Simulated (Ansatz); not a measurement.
WSe₂ (P-6m2), a film clamped to a substrate

All numbers below come from Ansatz, DFT r2SCAN, scalar-relativistic, plane waves, PAW. The runs took a 500 eV cutoff, a Γ-centred 12×12×2 mesh and Gaussian smearing (0.05 eV). Spin–orbit coupling is left out, which can shift energies with elements as heavy as these. No spin polarisation. Energies are free energies at this smearing, counted from the undisturbed cell; pressure is positive in compression.

The starting cell (relaxed at this level; this form isn't the usual structure):

```
CELL_PARAMETERS angstrom
3.31436 0.00000 0.00000
-1.65718 2.87032 0.00000
0.00000 0.00000 16.65868
ATOMIC_POSITIONS crystal
W 0.00000 0.00000 0.00000
Se 0.33333 0.66667 0.09970
Se 0.33333 0.66667 0.90030
```

The cell holds layers and no dispersion correction was added, so their binding is poorly described.

The cell (3 atoms, V0 = 158.48 Å³) is strained by p along both x and y and by q along z, fractional coordinates fixed. τp = (1/V0) ∂E/∂p = (σxx + σyy)(1 + p)(1 + q) and τq = (1/V0) ∂E/∂q = σzz(1 + p)², with tension positive.

```csv
p,q,ΔE (meV/atom),τp (GPa),τq (GPa)
0.000,0.000,0.00,0.00,0.00
-0.015,0.000,9.16,-3.77,-1.14
0.015,0.000,8.49,3.37,1.02
0.000,-0.015,3.87,-1.12,-1.58
0.000,0.015,3.70,1.04,1.48
```

Question: Get the second derivatives of the energy density.

Answer: Central differences give A = ∂τp/∂p = 238 GPa (C11 + C22 + 2 C12), C = ∂τq/∂q = 102 GPa (C33) and the cross term B = ∂τq/∂p = 72 GPa (C13 + C23); ∂τp/∂q = 72 GPa must equal B, and any difference shows higher-order terms. The ions are clamped.

Question: A film of this crystal grows with z along the normal on a substrate that imposes p. How does its thickness respond, and what does the misfit cost?

Answer: Count p and q from the stress-free cell. A free surface needs τq = 0, so q = −(B/C) p = -0.71 p. The energy density left is (A − B²/C) p²/2 = M p², with the biaxial modulus M = 94 GPa; a misfit of 1 % costs 3.09 meV/atom, against 3.93 meV/atom if the thickness were held.

At p = -0.030 the energies along q are 79.6 (q = -0.030), 54.3 (q = -0.015), 38.1 (q = 0.000), 30.3 (q = 0.015), 30.5 (q = 0.030) meV/atom.

Question: Does the linear rule hold at this misfit?

Answer: A parabola through the lowest point and its neighbours has its minimum at q = 0.022, 29.4 meV/atom. With the stress left in the starting cell, τp0 and τq0, linear elasticity gives q = −(τq0 + Bp)/C = 0.021 and E = V0(τp0 p + τq0 q + Ap²/2 + Bpq + Cq²/2)/N = 27.8 meV/atom. The two agree within a tenth in energy.

Forces appear on the atoms along this scan, and letting them relax would lower the energy and soften the response.